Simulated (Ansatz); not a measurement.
Ru2C in space group P-3m1 (No. 164; C on 1a, Ru on 2d) at seven volumes, PBE (plane waves, PAW; program Ansatz), shape and atoms relaxed at each. One row is withheld.

```tsv
V (Å³/atom)	P (GPa)
10.344	32.70
10.685	19.67
11.026	8.90
11.366	-0.01
11.707	-7.23
12.048	-12.93
12.389	?
```

Question: Fit the shown pressures and predict the withheld one.

Answer: P = (3/2)B₀(x^(7/2) − x^(5/2))[1 + (3/4)(B′ − 4)(x − 1)] with x = (V₀/V)^(2/3). Least squares on the six rows gives V₀ = 11.369 Å³/atom, B₀ = 265 GPa, B′ = 5.73. At V = 12.389, x = 0.9443 and P = -17.79 GPa. The run itself gave -17.45 GPa.

A made-up cell: these elements were put on the sites of a structure type; neither database checked (COD, Materials Project) lists it. Its standing as an ambient phase is unchecked. The cell was relaxed with PBE under the symmetry of its start; its stability against distortions is not shown here. No spin polarisation was allowed.

Potentials: the earlier of the program's two PAW sets.
